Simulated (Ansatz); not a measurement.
Here is the system:

LiPd:
```
LiPd
1.0
    2.74038     0.00000     0.00000
   -1.37019     2.37323     0.00000
    0.00000     0.00000     4.14984
Pd Li
1 1
Direct
  0.00000   0.00000   0.50000
  0.66667   0.33333   0.00000
```

This is the PBEsol-relaxed structure. Tensor components refer to the Cartesian frame of this cell.

Q: All from the program Ansatz at the PBEsol level (PAW), unless another level is named. Estimate the Debye temperature from the elastic constants.

A: 329 K.

Q: What about the elastic constants (relaxed ions, GPa)?

A: C11 = 190, C12 = 91.4, C13 = 39.2, C33 = 136, C44 = 22.9.

Space group P-6m2. The workflow started from an entry of the Crystallography Open Database (COD), which files this formula under 2 space groups. Whether it is the stable phase at ambient conditions was not checked. The PBEsol relaxation kept the symmetry of its start; its stability against distortions is not shown here. No spin polarisation was allowed. As this level gives no gap, shear constants depend on the k-mesh and smearing (Fermi–Dirac, 0.1 eV here).

Potentials: the later of the program's two PAW sets.
